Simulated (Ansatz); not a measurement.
Data:

Ge:
```
CELL_PARAMETERS angstrom
      4.00224     0.00000     0.00000
     -2.00112     3.46604     0.00000
      0.00000     0.00000    13.14106
ATOMIC_POSITIONS crystal
  Ge 0.00000 0.00000 0.40681
  Ge 0.00000 0.00000 0.59319
  Ge 0.00000 0.00000 0.90681
  Ge 0.00000 0.00000 0.09319
  Ge 0.33333 0.66667 0.34412
  Ge 0.66667 0.33333 0.65588
  Ge 0.66667 0.33333 0.84412
  Ge 0.33333 0.66667 0.15588
```

This is the r²SCAN-relaxed structure. x, y and z are the axes in which the lattice vectors are written.

**Question.** All from r²SCAN (plane waves, PAW; program Ansatz), unless another level is named. Predict the highest zone-centre frequency.

**Answer.** 297 cm⁻¹.

**Question.** Give the Hill bulk and shear moduli.

**Answer.** 72.0 and 55.7 GPa.

**Question.** And the elastic constants (relaxed ions, GPa)?

**Answer.** C11 = 153, C12 = 38.3, C13 = 23.6, C33 = 170, C44 = 47.2.

Space group P6_3/mmc. The workflow started from a Materials Project entry (that database holds measured and hypothetical structures alike); the Crystallography Open Database copy checked does not list it. It is not the phase usual at ambient conditions (space group No. 227). The r²SCAN relaxation kept the symmetry of its start; of distortions, only those at the zone centre were tested.

Potentials: the earlier of the program's two PAW sets.
